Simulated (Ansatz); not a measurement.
InO:
```xyz
8
Lattice="3.6504 0.0000 0.0000 -1.8252 3.1614 0.0000 0.0000 0.0000 11.0036" Properties=species:S:1:pos:R:3 pbc="T T T"
In     0.0000     2.1076     1.3730
In     1.8252     1.0538     6.8747
In     1.8252     1.0538     9.6306
In     0.0000     2.1076     4.1288
O      0.0000     2.1076     6.3445
O      1.8252     1.0538     0.8427
O      1.8252     1.0538     4.6590
O      0.0000     2.1076    10.1608
```

This is the LDA-relaxed structure.

Question: All from the program Ansatz at the LDA level (PAW), unless another level is named. Give the electronic character.

Answer: metallic (no gap).

Question: Give the formation energy from the elements (no fitted shifts).

Answer: -1.33 eV/atom.

Question: Give the density of states at the Fermi level.

Answer: 0.09 states/eV per atom (mean over ±0.08 eV).

Space group P6_3/mmc. The cell is a constructed one: a structure type filled with these elements; neither database checked (COD, Materials Project) lists it. Its standing as an ambient phase is unchecked. Symmetry was held in the LDA relaxation; its stability against distortions is not shown here. The references are the lowest solids computed at this level, not always the standard phases (solids in place of the gases). Scalar-relativistic: spin–orbit coupling is off unless named, which matters more the heavier the elements.

Potentials: the earlier of the program's two PAW sets. The files were generated under PBE; for other functionals the program regenerates the frozen cores, and for LDA and PBEsol the local potential too.
